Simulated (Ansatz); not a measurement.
One crystal and one scan (frozen-phonon scan) at two levels, PBE (plane waves to 420 eV, PAW, scalar-relativistic; Ansatz, a program for electronic structure) and r2SCAN (plane waves to 500 eV, PAW, scalar-relativistic; Ansatz), each from its own relaxed cell and on its own mesh. The cell shown is that of PBE.

Starting cell, GaAs (zinc blende):

```yaml
crystal:
  lattice:
    - [0.00000, 5.74607, 5.74607]
    - [2.87304, 0.00000, 2.87304]
    - [2.87304, 2.87304, 0.00000]
  atoms:
    - { symbol: As, position: [0.37500, 0.75000, 0.75000] }
    - { symbol: As, position: [0.87500, 0.75000, 0.75000] }
    - { symbol: Ga, position: [0.00000, 0.00000, 0.00000] }
    - { symbol: Ga, position: [0.50000, 0.00000, 0.00000] }
```

The atoms are displaced by Q × the pattern below (from a DFPT mode at L = (0.5, 0.0, 0.0), largest move 1; Q in Å), at fixed cell. It is one choice among 2 degenerate patterns. (q is in reciprocal vectors of the primitive cell; the cell shown is doubled to hold the pattern.)

```json
[
 {"atom": "As1", "x": "0.267", "y": "-0.486", "z": "0.753"},
 {"atom": "As2", "x": "-0.267", "y": "0.486", "z": "-0.753"},
 {"atom": "Ga3", "x": "-0.285", "y": "0.520", "z": "-0.805"},
 {"atom": "Ga4", "x": "0.285", "y": "-0.520", "z": "0.805"}
]
```

GaAs was relaxed with its symmetry unable to fall. The PAW data are Ansatz's earlier set. Both scans cover Q from -0.180 to 0.180 Å.

ΔE (meV/cell), each from the undisplaced structure of its own level:

```tsv
Q (Å)	PBE	r2SCAN
-0.180	59.0	68.8
-0.150	40.6	47.3
-0.120	25.8	withheld
-0.090	14.4	16.8
-0.060	6.4	7.4
-0.030	1.6	1.8
0.000	0.0	0.0
0.030	1.6	1.8
0.060	6.4	7.4
0.090	14.4	16.8
0.120	25.8	withheld
0.150	40.6	47.3
0.180	59.0	68.8
```

Estimate the r2SCAN value at 0.120 from the PBE value there and the ratio of the two levels in the two nearest given rows on that side of the minimum.

At 0.090 and 0.150 the ratio r2SCAN/PBE averages 1.166, which gives 1.166 × 25.8 = 30.1 meV/cell. The calculation gives 30.0 meV/cell, +16.3 % against PBE.

(For displaced atoms, the force is minus the slope of the energy, and its curvature is a force constant, which sets phonon frequencies.)
